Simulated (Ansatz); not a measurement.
The relaxed structure here is a generated cell of Te2Mo: the first start was made by placing the elements on the sites of a structure type, and the end was not matched to a known phase here, so it may be hypothetical. Known forms of Te2Mo include space group No. 194.

The end point of a relaxation of Te2Mo. Space group P2₁/c (No. 14). Calculation: r2SCAN (plane waves to 500 eV, PAW, scalar-relativistic; Ansatz, an electronic-structure program).

```cif
data_Mo4Te8
_chemical_formula_sum 'Mo4 Te8'
_space_group_name_H-M_alt 'P 1'
_space_group_IT_number 1
_cell_length_a 6.65601
_cell_length_b 6.20723
_cell_length_c 7.41806
_cell_angle_alpha 90.000
_cell_angle_beta 104.373
_cell_angle_gamma 90.000
loop_
_space_group_symop_operation_xyz
  'x, y, z'
loop_
_atom_site_label
_atom_site_type_symbol
_atom_site_fract_x
_atom_site_fract_y
_atom_site_fract_z
_atom_site_occupancy
Mo1 Mo 0.29057 0.05092 0.20399 1
Mo2 Mo 0.70943 0.55092 0.29601 1
Mo3 Mo 0.70943 0.94908 0.79601 1
Mo4 Mo 0.29057 0.44908 0.70399 1
Te1 Te 0.04470 0.25147 0.40046 1
Te2 Te 0.95530 0.75147 0.09954 1
Te3 Te 0.95530 0.74853 0.59954 1
Te4 Te 0.04470 0.24853 0.90046 1
Te5 Te 0.44793 0.74991 0.48605 1
Te6 Te 0.55207 0.24991 0.01395 1
Te7 Te 0.55207 0.25009 0.51395 1
Te8 Te 0.44793 0.75009 0.98605 1
```

- Volume per atom = 24.74 Å³
- Density = 7.86 g/cm³
- Band gap = zero (metallic)
- Shortest distances = Mo–Te 2.72 Å; Te–Te 3.17 Å
- k-mesh = 6×6×5

Band energies at high-symmetry points (eV from the Fermi level; labels of this space group; no spin-orbit coupling), from −5 eV up to 4.6 eV:

```tsv
point	energies
Γ	-4.97 -4.87 -4.24 -3.96 -3.89 -3.87 -3.66 -2.76 -2.57 -2.47 -2.40 -2.05 -1.97 -1.93 -1.07 -1.03 -0.98 -0.97 -0.70 -0.67 -0.62 0.00 0.18 0.32 0.87 1.03 1.31 1.48 1.77 2.00 2.35 2.61 2.73 2.88 3.19 3.19 3.37 3.43 4.14
Z	-4.24 -4.24 -4.06 -4.06 -3.71 -3.71 -2.99 -2.99 -2.73 -2.73 -2.27 -2.27 -1.91 -1.91 -1.52 -1.52 -0.89 -0.89 -0.66 -0.66 -0.55 -0.55 0.43 0.43 0.66 0.66 1.42 1.42 1.61 1.61 1.69 1.69 2.71 2.71 2.89 2.89 3.36 3.36
D	-4.84 -4.84 -4.58 -4.58 -4.17 -4.17 -3.74 -3.74 -3.43 -3.43 -3.16 -3.16 -2.33 -2.33 -2.22 -2.22 -1.76 -1.76 -1.20 -1.20 -0.64 -0.64 -0.25 -0.25 0.37 0.37 0.60 0.60 1.27 1.27 1.34 1.34 2.02 2.02 2.79 2.79 3.01 3.01 3.37 3.37
B	-4.78 -4.78 -4.46 -4.46 -4.15 -4.15 -3.40 -3.40 -2.92 -2.92 -2.09 -2.09 -1.82 -1.82 -1.42 -1.42 -0.90 -0.90 -0.13 -0.13 -0.10 -0.10 0.37 0.37 0.54 0.54 0.97 0.97 1.64 1.64 2.24 2.24 2.77 2.77 2.89 2.89 3.62 3.62
A	-4.98 -4.98 -4.58 -4.58 -4.15 -4.15 -3.92 -3.92 -3.72 -3.72 -2.93 -2.93 -2.57 -2.57 -2.20 -2.20 -1.67 -1.67 -0.90 -0.90 -0.52 -0.52 -0.26 -0.26 0.12 0.12 0.71 0.71 1.24 1.24 1.50 1.50 1.82 1.82 2.63 2.63 3.16 3.16 3.85 3.85
E	-4.89 -4.89 -4.82 -4.82 -4.64 -4.64 -4.07 -4.07 -3.86 -3.86 -3.38 -3.38 -3.25 -3.25 -2.86 -2.86 -1.99 -1.99 -1.79 -1.79 -1.57 -1.57 -0.80 -0.80 -0.40 -0.40 0.17 0.17 0.28 0.28 0.97 0.97 1.03 1.03 1.82 1.82 2.45 2.45 3.30 3.30 3.31 3.31
C2	-4.68 -4.68 -4.29 -4.29 -3.76 -3.76 -3.68 -3.68 -3.45 -3.45 -2.87 -2.87 -2.57 -2.57 -2.46 -2.46 -1.99 -1.99 -1.10 -1.10 -0.58 -0.58 -0.54 -0.54 0.23 0.23 0.78 0.78 0.81 0.81 1.60 1.60 1.65 1.65 2.23 2.23 3.19 3.19 3.31 3.31
Y2	-4.94 -4.88 -4.61 -4.19 -3.75 -3.69 -3.61 -3.36 -3.11 -3.00 -2.89 -2.58 -2.56 -2.30 -2.06 -1.43 -1.39 -1.30 -0.97 -0.65 -0.61 -0.44 -0.34 0.28 0.37 0.58 0.87 0.93 1.39 1.91 2.10 2.15 2.67 2.74 2.86 2.91 3.12 3.46 3.76 4.06
```

No spin polarisation in the result.

The run could not lose the symmetry of its start, so the end can be a saddle point.
